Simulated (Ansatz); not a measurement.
Start of a relaxation of KZnPtC₆N₆:

```yaml
crystal:
  lattice:
    - [0.00000, 5.09450, 5.09450]
    - [5.09450, 0.00000, 5.09450]
    - [5.09450, 5.09450, 0.00000]
  atoms:
    - { symbol: K, position: [0.75000, 0.75000, 0.75000] }
    - { symbol: Zn, position: [0.50000, 0.50000, 0.50000] }
    - { symbol: Pt, position: [0.00000, 0.00000, 0.00000] }
    - { symbol: C, position: [0.81186, 0.18814, 0.18814] }
    - { symbol: C, position: [0.18814, 0.18814, 0.81186] }
    - { symbol: C, position: [0.81186, 0.18814, 0.81186] }
    - { symbol: C, position: [0.18814, 0.81186, 0.81186] }
    - { symbol: C, position: [0.81186, 0.81186, 0.18814] }
    - { symbol: C, position: [0.18814, 0.81186, 0.18814] }
    - { symbol: N, position: [0.69703, 0.30297, 0.30297] }
    - { symbol: N, position: [0.30297, 0.30297, 0.69703] }
    - { symbol: N, position: [0.69703, 0.30297, 0.69703] }
    - { symbol: N, position: [0.30297, 0.69703, 0.69703] }
    - { symbol: N, position: [0.69703, 0.69703, 0.30297] }
    - { symbol: N, position: [0.30297, 0.69703, 0.30297] }
```

Computed with DFT PBE, scalar-relativistic, plane waves, PAW in Ansatz. Cutoff 420 eV, Gaussian smearing, Γ-centred meshes. Cell and atoms relax first on a coarse mesh and then on a finer one. In between, the cell is made exact in the group found at 0.06 Å. In metals the finer mesh still leaves noise of several meV/atom or more. The steps can't lower the symmetry of their start. Collinear spin is switched on along the way, since trial moments persisted in a coarse test.

A guess keeps its type if space group and coordination stay and the shape of the cell changes little (axis ratios within about 15 %, angles within 6°); the volume may change.

Question: Will the relaxed cell still be of the starting type?

Answer: It keeps its type. The symmetry stays F-43m (No. 216). The volume per atom grows by 20.5 %, from 17.6 to 21.2 Å³. The shortest distance stays 1.17 Å (C–N). Counting neighbours within 15 % of an atom's shortest distance, the start has C 1, K 24, N 1, Pt 6, Zn 6 and the end C 1, K 24, N 1, Pt 6, Zn 6.

The last run used collinear spin, a 6×6×6 mesh for its 15-atom cell and Gaussian smearing of 0.10 eV. Spin–orbit coupling, which can matter for Pt, is left out. The magnetic state reached may not be the lowest. A structure relaxed within its symmetry needn't be a true minimum.
